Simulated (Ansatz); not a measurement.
**Structures of Sc₃Al: which is lowest?**

Plane-wave DFT in Ansatz with scalar-relativistic PAW potentials, cutoff 420 eV, Γ-centred meshes chosen by cell and gap, Gaussian smearing with energies taken to zero width. Every cell was relaxed (cell and atoms) in a run of its own, within the symmetry of its start. Functional: PBEsol.

Relaxed structures (starts from databases or built by putting these elements on another compound's sites):
A. P6_3/mmc, 8 atoms in the computed cell, a = 6.237 Å, c = 4.978 Å; sites (symmetry × multiplicity) Sc mm2 × 6, Al -6m2 × 2; start: database
B. Pm-3m, 4 atoms in the computed cell, a = 4.375 Å; sites (symmetry × multiplicity) Sc 4/mm.m × 3, Al m-3m × 1; start: database

Rank them by energy. Could pressure change the order?

```tsv
structure	group	E − E(lowest) (meV/atom)	V (Å³/atom)	gap on mesh (eV)
A	P6_3/mmc	0.0	20.96	0.00
B	Pm-3m	16.8	20.93	0.00
```

A is lowest, 17 meV/atom under B. The two lowest differ in volume by under 3 %, too little for a first-order estimate of what pressure does to that pair (other pairs aren't weighed here); with rigid cells even 3 % in favour of the higher one would need about 4 GPa. Other structures may lie lower than all of these, and vibrations aren't counted.